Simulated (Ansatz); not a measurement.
Consider the following.

Te:
```xyz
1
Lattice="2.2146 1.2786 1.8073 -2.2146 1.2786 1.8073 0.0000 -2.5573 1.8073" Properties=species:S:1:pos:R:3 pbc="T T T"
Te     0.0000     0.0000     2.7109
```

This is the LDA-relaxed structure.

Task: All from LDA in the plane-wave PAW code Ansatz, unless another level is named. Give the electronic character.

Result: metallic (no gap).

Task: Give the density of states at the Fermi level.

Result: 0.56 states/eV per atom (mean over ±0.08 eV).

Space group Pm-3m. The start of the workflow was typed in or built on a structure type; neither database checked (COD, Materials Project) lists it. It is not the phase usual at ambient conditions (space group No. 152). The LDA relaxation kept the symmetry of its start; its stability against distortions is not shown here. Scalar-relativistic: spin–orbit coupling is off unless named, which matters more the heavier the elements.

Potentials: the earlier of the program's two PAW sets.
